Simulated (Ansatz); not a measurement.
Input:

VSe2:
```
VSe2
1.0
    3.27550     0.00000     0.00000
   -1.63775     2.83667     0.00000
    0.00000     0.00000     6.13807
V Se
1 2
Direct
  0.00000   0.00000   0.00000
  0.66667   0.33333   0.74439
  0.33333   0.66667   0.25561
```

This is the PBEsol-relaxed structure. x, y and z are the axes in which the lattice vectors are written.

Question: All from DFT-PBEsol in the program Ansatz with PAW potentials, unless another level is named. Estimate the highest zone-centre frequency.

Answer: 357 cm⁻¹.

Question: And the Hill bulk and shear moduli?

Answer: 40.1 and 28.4 GPa.

Question: Next, the elastic constants (relaxed ions, GPa)?

Answer: C11 = 151, C12 = 31.7, C13 = 18.3, C14 = -5.9, C33 = 29.9, C44 = 15.3.

Space group P-3m1 (CdI2 type). The workflow started from a Materials Project entry (that database holds measured and hypothetical structures alike); the Crystallography Open Database files this formula in space group No. 164, but the cells were not matched. Its standing as an ambient phase is unchecked. The PBEsol relaxation kept the symmetry of its start; of distortions, only those at the zone centre were tested. The workflow began spin-polarised and lost its moments. The cell computed holds one magnetic atom, so no antiferromagnetic order was within reach. A crystal of weakly bound layers computed without a dispersion correction: the cell and the soft elastic constants depend strongly on that. As this level gives no gap, shear constants depend on the k-mesh and smearing (Fermi–Dirac, 0.1 eV here). As this level gives no gap, phonon frequencies hold no LO–TO term and depend on the k-mesh and smearing (Fermi–Dirac, 0.1 eV here).

Potentials: the later of the program's two PAW sets.
